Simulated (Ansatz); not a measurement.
## Kick test of a cell of Co2Si6Ni

The cell was found from a structure generator's guess, not taken from experiment.

Method: Ansatz 0.2.0, DFT PBE, scalar-relativistic, plane waves, PAW. Plane waves to 420 eV, a k mesh through Γ of 12×12×4 on the computed 9-atom cell and Gaussian smearing (0.10 eV); no spin polarisation.

The cell below (9 atoms, space group P-3m1 (No. 164)) is relaxed within its symmetry.

```
CELL_PARAMETERS angstrom
3.79374 0.00000 0.00000
-1.89687 3.28547 0.00000
0.00000 0.00000 9.34271
ATOMIC_POSITIONS crystal
Co 0.66667 0.33333 0.83232
Co 0.33333 0.66667 0.16768
Si 0.00000 0.00000 0.75502
Si 0.33333 0.66667 0.41231
Si 0.66667 0.33333 0.08125
Si 0.66667 0.33333 0.58769
Si 0.00000 0.00000 0.24498
Si 0.33333 0.66667 0.91875
Ni 0.00000 0.00000 0.50000
```

For the test it was strained at random (σ = 1.5 % a component), the atoms were moved at random (σ = 0.05 Å), and all was relaxed again on a coarse 6×6×4 mesh (in the run’s order of axes) with 0.20 eV smearing, with no symmetry imposed.

Trial moments died out on the coarse mesh, so the last step has no spin; another magnetic start might hold.

**Question.** Does it come back?

**Answer.** It returns, within 1 meV/atom of the unmoved cell on that mesh and with the same symmetry when read at 0.1 Å. No instability shows in this cell; modes of other wave vectors, which need another repeat, aren't tested.
